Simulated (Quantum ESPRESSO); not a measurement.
# AlRu4Zr2Rh: one composition in several site orders

A calculation, not a measurement. The program is pw.x of Quantum ESPRESSO 7.5 (plane-wave density functional theory). The cell is made up: eight metal atoms on a face-centred cubic lattice, with elements, volume, strain and displacements drawn at random and not relaxed, so it may be unstable or far from any real phase. PseudoDojo standard norm-conserving files set the functional (PBE unless stated); there is no spin polarisation or spin-orbit coupling, the Fermi-Dirac width of 0.25 eV means electrons at about 2900 K, and the masses in the input are unused placeholders. A spin test at this wide smearing found no moment, but such smearing suppresses magnetism that the real alloy may have.

The runs put one composition on the sites in different orders. Cell, positions, cutoff, mesh and smearing stay as in the input of run 1; sites are counted in its order. Stress in the tables is positive in tension.

Input of run 1:

```
&control calculation='scf', pseudo_dir='./dojo.nc.sr.pbe.v0_5.standard.upf', outdir='./o', disk_io='minimal', tprnfor=.true., tstress=.true. /
&system ibrav=0, nat=8, ntyp=4, nbnd=71, ecutwfc=87.97787729, nosym=.true., tot_charge=0,
 occupations='smearing', smearing='fd', degauss=0.0183746611
/
&electrons conv_thr=1.470e-08, electron_maxstep=70, mixing_beta=0.5 /
ATOMIC_SPECIES
Al 1.0 Al.upf
Rh 1.0 Rh.upf
Ru 1.0 Ru.upf
Zr 1.0 Zr.upf
CELL_PARAMETERS angstrom
0.0211 1.9867 1.9604
-4.0534 -0.009 -0.0331
0.0481 -7.9168 7.8114
ATOMIC_POSITIONS angstrom
Al -0.0514 0.0713 -0.0078
Ru -0.0354 -2.0822 2.0827
Ru -0.0393 -3.9431 3.9787
Zr 0.1056 -5.8753 5.7603
Ru -2.0455 0.0269 1.8942
Ru -1.9817 -1.8729 3.8994
Zr -2.0112 -3.967 5.8585
Rh -1.8971 -5.9961 7.7132
K_POINTS automatic
8 6 2 1 1 1
```

```
run  elements on sites 1 to 8  free energy less that of run 1 (eV)  -TS (eV)  pressure (GPa)  stress xx (GPa)  stress yy (GPa)  stress zz (GPa)  stress yz (GPa)  stress xz (GPa)  stress xy (GPa)  iterations
  1   Al Ru Ru Zr Ru Ru Zr Rh                                0.000    -1.845            4.16             0.70            -7.83            -5.34            -2.42             1.22             0.53          21
  2   Al Zr Ru Zr Ru Ru Ru Rh                               -2.126    -1.775            4.46             4.36            -8.32            -9.44            -2.06             1.83            -0.30          21
  3   Zr Ru Ru Ru Zr Ru Al Rh                               -0.675    -1.925            3.17            -0.06            -3.95            -5.49            -3.84             1.48             0.68          20
  4   Ru Ru Zr Al Ru Zr Ru Rh                                0.013    -1.885            5.35             0.09            -8.93            -7.21            -3.06             0.75             1.45          20
  5   Ru Ru Al Ru Zr Ru Zr Rh                               -1.841    -1.819            3.87            -2.38            -4.62            -4.63            -5.95             2.10             0.13          19
  6   Zr Ru Ru Ru Zr Al Ru Rh                               -0.529    -1.899            2.83             3.02            -4.35            -7.14            -2.64             2.11            -0.02          22
```

Forces Fx Fy Fz (eV/Å):

| site | run 1 | run 2 | run 3 | run 4 | run 5 | run 6 |
| --- | --- | --- | --- | --- | --- | --- |
| 1 | 0.29 -1.16 0.85 | 0.22 -0.63 0.37 | 0.87 1.16 -1.83 | 0.36 -0.73 0.12 | 0.51 0.26 -0.87 | 0.83 1.23 -1.86 |
| 2 | 0.29 0.74 -0.71 | 0.38 1.05 -0.99 | 0.26 -0.06 0.05 | 0.39 2.05 -1.96 | 0.35 0.05 0.05 | 0.26 -0.15 0.10 |
| 3 | -0.06 1.53 -1.19 | 0.38 -0.05 -0.08 | 0.07 -0.01 -0.03 | 0.72 -0.78 1.10 | 0.51 1.21 -1.58 | 0.40 -0.08 -0.19 |
| 4 | -0.42 -2.37 1.91 | -0.46 -0.37 0.20 | -0.27 0.30 -0.46 | -0.25 -1.71 1.67 | -0.47 -0.90 0.71 | -0.42 0.28 -0.25 |
| 5 | 0.04 -0.50 0.73 | -0.03 0.58 -0.45 | -0.29 -1.82 2.34 | 0.07 0.62 -0.61 | 0.01 -0.14 0.25 | -0.34 -1.60 2.09 |
| 6 | -0.43 0.33 -0.45 | -0.48 -1.48 1.26 | -0.29 -0.93 0.74 | -0.95 1.06 -1.04 | -0.49 -0.95 0.84 | -0.32 -1.20 1.11 |
| 7 | 0.41 2.11 -1.92 | 0.25 1.64 -1.40 | 0.23 0.24 -0.24 | 0.06 -0.87 0.54 | 0.11 0.04 0.34 | 0.27 0.45 -0.46 |
| 8 | -0.12 -0.69 0.78 | -0.25 -0.74 1.09 | -0.58 1.11 -0.57 | -0.41 0.36 0.17 | -0.52 0.43 0.26 | -0.67 1.06 -0.55 |

The sites are displaced and not relaxed, so the energy differences mix bonding between neighbours with strain and are not ordering energies. A rerun of one cell of this series at a higher cutoff and on a denser mesh moved values by no more than 0.014 eV in energy, 0.07 GPa in stress and 0.013 eV/Å in force, and a second program with other atomic files agreed on that cell to 2 % rms in force and 0.5 GPa in pressure.